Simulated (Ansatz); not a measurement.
Level of theory: DFT PBE, scalar-relativistic, plane waves, PAW (Ansatz 0.2.0). The final run on the 12-atom cell used 420 eV, a Γ-centred 12×12×2 mesh, 0.02 eV smearing and no spin polarisation.

Formation energies are uncorrected and count from the elements' standard states at the same level.

Problem. Suggest a trial structure for a trigonal semiconductor that holds Cd and 2 more elements, with a gap near 1.1 eV, a formation energy near −0.67 eV/atom and about 25 Å³ per atom, in a cell of 12 atoms.

Solution. ZnCd5S6, space group P3m1 (No. 156). Zn is surrounded by 4 S at 2.35–2.47 Å; Cd on its first site has 4 S at 2.55–2.56 Å; Cd on its second site has 4 S at 2.55–2.57 Å; around S on its first site lie 4 Cd at 2.55–2.56 Å; 8 more sites not described.

```cif
data_structure
_symmetry_space_group_name_H-M 'P3m1'
_symmetry_Int_Tables_number 156
_cell_length_a 4.1292
_cell_length_b 4.1292
_cell_length_c 20.3362
_cell_angle_alpha 90.000
_cell_angle_beta 90.000
_cell_angle_gamma 120.000
_cell_volume 300.28
loop_
_atom_site_label
_atom_site_type_symbol
_atom_site_symmetry_multiplicity
_atom_site_Wyckoff_symbol
_atom_site_fract_x
_atom_site_fract_y
_atom_site_fract_z
_atom_site_occupancy
Zn1 Zn 1 b 0.33333 0.66667 0.66654 1
Cd1 Cd 1 a 0.00000 0.00000 0.99584 1
Cd2 Cd 1 c 0.66667 0.33333 0.82534 1
Cd3 Cd 1 a 0.00000 0.00000 0.50687 1
Cd4 Cd 1 c 0.66667 0.33333 0.33650 1
Cd5 Cd 1 b 0.33333 0.66667 0.16617 1
S1 S 1 a 0.00000 0.00000 0.87016 1
S2 S 1 c 0.66667 0.33333 0.69917 1
S3 S 1 b 0.33333 0.66667 0.55094 1
S4 S 1 a 0.00000 0.00000 0.38116 1
S5 S 1 c 0.66667 0.33333 0.21082 1
S6 S 1 b 0.33333 0.66667 0.04048 1
```

- Volume per atom: 25.02 Å³
- Density: 4.53 g/cm³
- Formation energy: −0.669 eV/atom
- Gap on the 12×12×2 mesh of the 12-atom cell: 1.09 eV

It was reached by relaxing an invented guess, and it needn't be the stable form of this composition. The answer needn't be unique; the calculation gave this one.

Kohn–Sham gaps at this level usually fall short of measured ones. The reference form of S is held partly by dispersion forces, which this level lacks. Symmetry constrained the relaxation, so the result can be a saddle point.
